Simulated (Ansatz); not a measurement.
Trial structure of TiAl5N6, not yet relaxed:

```cif
data_structure
_symmetry_space_group_name_H-M 'P 1'
_symmetry_Int_Tables_number 1
_cell_length_a 3.3115
_cell_length_b 3.3115
_cell_length_c 14.0497
_cell_angle_alpha 90.000
_cell_angle_beta 90.000
_cell_angle_gamma 90.000
_cell_volume 154.07
loop_
_atom_site_label
_atom_site_type_symbol
_atom_site_fract_x
_atom_site_fract_y
_atom_site_fract_z
_atom_site_occupancy
Ti1 Ti 0.50000 0.50000 0.50000 1
Al1 Al 0.00000 0.00000 0.66667 1
Al2 Al 0.50000 0.50000 0.83333 1
Al3 Al 0.00000 0.00000 0.00000 1
Al4 Al 0.50000 0.50000 0.16667 1
Al5 Al 0.00000 0.00000 0.33333 1
N1 N 0.00000 0.00000 0.83333 1
N2 N 0.50000 0.50000 0.00000 1
N3 N 0.00000 0.00000 0.16667 1
N4 N 0.50000 0.50000 0.33333 1
N5 N 0.00000 0.00000 0.50000 1
N6 N 0.50000 0.50000 0.66667 1
```

The calculation used DFT PBE, scalar-relativistic, plane waves, PAW (Ansatz). Plane waves to 420 eV, a k mesh through Γ of 6×6×2 on the computed 12-atom cell and Gaussian smearing (0.10 eV); collinear spin from starting moments 1.0 0.0 0.0 0.0 0.0 0.0 0.0 0.0 0.0 0.0 0.0 0.0 μB.

The zero of energy is the elements' standard structures at the same level (N₂ as a molecule); no fitted shifts are applied.

Question: Estimate its pressure, forces and energy as it stands.

Answer: The pressure is -42.4 GPa (the mean over three directions, positive in compression), the largest force is 0.26 eV/Å, and the energy is −0.43 eV/atom against the elements. The shortest distance is 2.34 Å.

Question: Is it a good guess?

Answer: A rough one: relaxing gains about 0.79 eV/atom (the start's value is from the coarse mesh, so the gain is rough) in 15 ionic steps and ends at −1.22 eV/atom on the finer mesh. The symmetry stays P4/mmm (No. 123). The volume per atom shrinks by 32.3 %, from 12.8 to 8.7 Å³. The shortest distance goes from 2.34 Å (Al–N and Ti–N) to 2.02 Å (Al–N). Conventional cell: a = 2.897 Å, c = 12.427 Å. Ti is surrounded by 6 N at 2.05–2.17 Å, 4 Ti at 2.90 Å and 8 Al at 2.97 Å; Al on a site of symmetry 4mm has 6 N at 2.04–2.15 Å, 8 Al at 2.89–2.90 Å and 4 Ti at 2.97 Å; around N on a site of symmetry 4mm lie 6 Al at 2.03–2.05 Å; 5 more sites not described.

The last run used a 14×14×4 mesh (in the run's order of axes) for its 12-atom cell and Gaussian smearing of 0.10 eV. The relaxation can't lower the symmetry of the start, and the grade says only how near the guess is to its own end. A structure relaxed within its symmetry needn't be a true minimum.
